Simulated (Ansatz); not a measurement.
Starting cell, GaAs (zinc blende):

```
CELL_PARAMETERS angstrom
      0.00000     5.66556     5.66556
      2.83278     0.00000     2.83278
      2.83278     2.83278     0.00000
ATOMIC_POSITIONS crystal
  As 0.37500 0.75000 0.75000
  As 0.87500 0.75000 0.75000
  Ga 0.00000 0.00000 0.00000
  Ga 0.50000 0.00000 0.00000
```

A phonon eigenvector at L = (0.5, 0.0, 0.0) is frozen into this cell: atom i moves by Q times the vector below, so Q is the largest atomic displacement, in Å. The cell is held. It is one choice among 2 degenerate patterns. (q is in reciprocal vectors of the primitive cell; the cell shown is doubled to hold the pattern.)

| atom | x | y | z |
|---|---|---|---|
| As1 | 0.268 | -0.488 | 0.756 |
| As2 | -0.268 | 0.488 | -0.756 |
| Ga3 | -0.285 | 0.520 | -0.805 |
| Ga4 | 0.285 | -0.520 | 0.805 |

These are r2SCAN (plane waves to 500 eV, PAW, scalar-relativistic; Ansatz, a first-principles code) values and carry that method's errors. k mesh 5×10×10 (Γ-centred), Fermi-Dirac smearing 0.05 eV. The energy includes the smearing's −TS. GaAs was relaxed with its symmetry unable to fall. The PAW data are Ansatz's earlier set. ΔE is measured from the undisplaced structure.

```tsv
Q (Å)	ΔE (eV/cell)
-0.180	0.0688
-0.120	0.0300
-0.060	0.0074
0.000	0.0000
0.060	0.0074
0.120	0.0300
0.180	0.0688
```

Question: Which DFPT wavenumber at L = (0.5, 0.0, 0.0) belongs to this mode?
A) 235 cm⁻¹
B) 64 cm⁻¹
C) 257 cm⁻¹
D) 209 cm⁻¹

Answer: B, 64 cm⁻¹. The curvature of the scan gives 64 cm⁻¹

(For displaced atoms, the force is minus the slope of the energy, and its curvature is a force constant, which sets phonon frequencies.)
